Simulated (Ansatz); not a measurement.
Here is an unrelaxed guess for Si₂GeF₄.

```
CELL_PARAMETERS angstrom
-2.21405 2.21405 4.76451
2.21405 -2.21405 4.76451
2.21405 2.21405 -4.76451
ATOMIC_POSITIONS crystal
Si 0.25000 0.75000 0.50000
Si 0.75000 0.25000 0.50000
Ge 0.00000 0.00000 0.00000
F 0.76323 0.76323 0.00000
F 0.23677 0.23677 0.00000
F 0.00000 0.50000 0.50000
F 0.50000 0.00000 0.50000
```

All numbers below come from Ansatz, DFT PBE, scalar-relativistic, plane waves, PAW. Settings: cutoff 420 eV, Γ-centred mesh 6×6×6 on the computed 7-atom cell, Gaussian smearing of 0.10 eV; no spin polarisation.

Formation energies are uncorrected and refer to the elements' standard structures at the same level (F₂ as a molecule).

Question: What does a single point on this coarse mesh give?

Answer: The pressure is 22.7 GPa (the mean over three directions, positive in compression), the largest force is 1.22 eV/Å, and the energy is −0.65 eV/atom against the elements. The shortest distance is 2.21 Å.

Question: Is it a good guess?

Answer: A rough one: relaxing gains about 0.28 eV/atom (the start's value is from the coarse mesh, so the gain is rough) in 16 ionic steps and ends at −0.93 eV/atom on the finer mesh. The symmetry stays I4/mmm (No. 139). The volume per atom grows by 7.2 %, from 13.3 to 14.3 Å³. The shortest distance goes from 2.21 Å (Ge–F) to 2.26 Å (Ge–F). Conventional cell: a = 4.526 Å, c = 9.778 Å. Si has 6 F at 2.38–2.44 Å (long against the sum of covalent radii); Ge is surrounded by 4 F at 2.26 Å; around F on a site of symmetry 4mm lie 4 Si at 2.38 Å (long against the sum of covalent radii); 1 more site not described.

The last run used a 12×12×12 mesh for its 7-atom cell and Gaussian smearing of 0.10 eV. The relaxation can't lower the symmetry of the start, and the grade says only how near the guess is to its own end. A structure relaxed within its symmetry needn't be a true minimum.
